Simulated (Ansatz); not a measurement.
PIr2 (fluorite or antifluorite type, Fm-3m), DFT-PBE in the program Ansatz with PAW potentials, all energies at zero smearing, with the estimated change up to a 700 eV cutoff added, with one set of potentials and settings (totals compare only within such a set). Cell of 3 atoms (2 Ir, 1 P): -24627.504 eV.

```csv
element,reference phase,E (eV/atom)
Ir,"Fm-3m, 1 atoms in the cell",-11935.3137
P,"Cmce, 4 atoms in the cell",-755.6743
```

Formation energy per atom, worked out: (-24627.504 − 2×(-11935.3137) − 1×(-755.6743))/3 = -0.401 eV/atom (-39 kJ per mol of atoms), at 0 K, without zero-point energy or fitted corrections.

The workflow started from an entry of the Crystallography Open Database (COD). Whether it is the stable phase at ambient conditions was not checked. Symmetry was held in the PBE relaxation; its stability against distortions is not shown here. The run is not spin-polarised. The references are the lowest solids computed at this level, not always the standard phases. Spin–orbit coupling is left out wherever it is not named.

Potentials: the later of the program's two PAW sets.
